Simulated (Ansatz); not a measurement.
Computed with DFT PBE, scalar-relativistic, plane waves, PAW (Ansatz). Settings: cutoff 420 eV, Γ-centred meshes spaced at most about 0.3 Å⁻¹, and about 0.25 Å⁻¹ or finer for metals (2π included), Gaussian smearing. No spin polarisation in the final relaxations.

These are static total energies at zero pressure.

Two relaxed structures of Ca4Au:

A.

```yaml
crystal:
  lattice:
    - [5.80225, 0.00000, 0.00000]
    - [0.00000, 5.80225, 0.00000]
    - [0.00000, 0.00000, 5.80225]
  atoms:
    - { symbol: Ca, position: [0.50000, 0.00000, 0.00000] }
    - { symbol: Ca, position: [0.00000, 0.50000, 0.00000] }
    - { symbol: Ca, position: [0.00000, 0.00000, 0.50000] }
    - { symbol: Ca, position: [0.50000, 0.50000, 0.50000] }
    - { symbol: Au, position: [0.00000, 0.00000, 0.00000] }
```

B.

```yaml
crystal:
  lattice:
    - [5.93190, 0.00000, 0.00000]
    - [0.00000, 5.93190, 0.00000]
    - [0.00000, 0.00000, 5.93190]
  atoms:
    - { symbol: Ca, position: [0.72808, 0.72808, 0.72808] }
    - { symbol: Ca, position: [0.27192, 0.27192, 0.72808] }
    - { symbol: Ca, position: [0.27192, 0.72808, 0.27192] }
    - { symbol: Ca, position: [0.72808, 0.27192, 0.27192] }
    - { symbol: Au, position: [0.00000, 0.00000, 0.00000] }
```

Question: Which would you expect to be lower, and how large is the difference?

Answer: A is lower, by 228 meV/atom. A has space group Pm-3m (No. 221), 39.1 Å³/atom and no gap on its mesh; B has space group P-43m (No. 215), 41.7 Å³/atom and no gap. Counting all near atoms (those within 1.25 times the shortest distance at each site; a plus sign parts nearer from farther groups; a slash parts the counts of unlike sites), A has Ca 2/12+8, Au 6 and B has Ca 1, Au 4. The denser one is the lower, and pressure would at first widen the difference. In A, Ca on a site of symmetry 4/mmm has 2 Au at 2.90 Å and 12 Ca at 4.10 Å; Ca on a site of symmetry m-3m is surrounded by 12 Ca at 4.10 Å; around Au lie 6 Ca at 2.90 Å. In B, Ca has 1 Au at 2.79 Å and 3 Ca at 3.83 Å; Au has 4 Ca at 2.79 Å. Both come from invented guesses.

Spin–orbit coupling, which can matter for Au, is left out. A magnetic state wasn't ruled out in cells without spin, among them P-43m. Cells relaxed within their symmetry can be saddle points.
